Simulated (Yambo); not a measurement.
G0W0@LDA for GaAlN2 (space group P-4m2, No. 115) in Yambo. Reference settings: 4×4×4 Γ-centred k mesh, 104 bands and a 10 Ry block in the screening, 104 bands in G with the Bruneval-Gonze terminator, plasmon pole fitted at 27.2 eV. The LDA gap Γ → Γ on this mesh is 3.11 eV; G0W0 gaps are taken between the same points.

Gap (Γ → Γ) in eV against the number of bands and the screening block, terminator on:

```tsv
bands (W and G)	2 Ry	4 Ry	6 Ry	8 Ry	10 Ry
26	4.202	4.181	4.335	4.399	4.413
39	4.034	4.022	4.209	4.298	4.318
58	3.970	3.950	4.145	4.246	4.268
81	3.938	3.917	4.119	4.230	4.252
104	3.925	3.904	4.109	4.225	4.248
```

Rough cost of the Yambo step against the reference (shared machines):

```
bands (W and G)  2 Ry  4 Ry  6 Ry  8 Ry  10 Ry
---------------  ----  ----  ----  ----  -----
26                1/8   1/6   1/5   1/5    1/4
39                1/5   1/4   1/4   1/3    1/3
58                1/3   1/3   1/2   1/2     ~1
81                1/2   1/2    ~1    ~1     ~1
104                ~1    ~1    ~1    ~1      1
```

At the largest block the last step in bands moves the gap by -0.004 eV; at the most bands the last step in the block moves it by 0.023 eV.

Spin-orbit splittings are left out.

The standard potential for Ga keeps a d shell in the valence without the s and p states of that shell. In tests on such compounds this moved G0W0 gaps by up to about 0.9 eV, so absolute quasiparticle energies here are unreliable; differences between settings are what counts.

Geometry relaxed with LDA; primitive cell a = 3.1113 Å, b = 3.1113 Å, c = 4.3787 Å, α = 90.00°, β = 90.00°, γ = 90.00°.

The structure is a Materials Project entry; no match was found in the copy of COD used, and its stability was not checked.
